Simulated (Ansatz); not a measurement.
Cu$_{3}$Sb:
```
CELL_PARAMETERS angstrom
      4.44688     0.00000     0.00000
     -2.22344     3.85111     0.00000
      0.00000     0.00000     4.85647
ATOMIC_POSITIONS crystal
  Sb 0.00000 0.00000 0.00000
  Cu 0.00000 0.00000 0.50000
  Cu 0.33333 0.66667 0.00000
  Cu 0.66667 0.33333 0.00000
```

Relaxed with PBEsol.

**Question.** Decompose the optical modes at the zone centre into irreducible representations, and say which are infrared and Raman allowed.

**Answer.** Point group 6/mmm: Γ_opt = 2A2u + B1g + 2E1u + E2g. Infrared: A2u, E1u. Raman: E2g.

**Question.** Assign frequencies (DFPT, PBEsol in the plane-wave PAW code Ansatz).

**Answer.** A2u 87i, E1u 84i, B1g 19, E2g 194, E1u 206, A2u 292 cm⁻¹.

Subscripts of B labels follow the axes of the standard setting.

Space group P6/mmm. The start of the workflow was typed in or built on a structure type; neither database checked (COD, Materials Project) lists it. Its standing as an ambient phase is unchecked. The cell was relaxed with PBEsol under the symmetry of its start. At this level the phase is dynamically unstable (imaginary phonons). No spin polarisation was allowed. Its formation energy is positive at this level, so the cell may be metastable or incomplete. As this level gives no gap, phonon frequencies hold no LO–TO term and depend on the k-mesh and smearing (Fermi–Dirac, 0.1 eV here). Scalar-relativistic: spin–orbit coupling is off unless named, which matters more the heavier the elements.

Potentials: the earlier of the program's two PAW sets. The files were generated under PBE; for other functionals the program regenerates the frozen cores, and for LDA and PBEsol the local potential too.
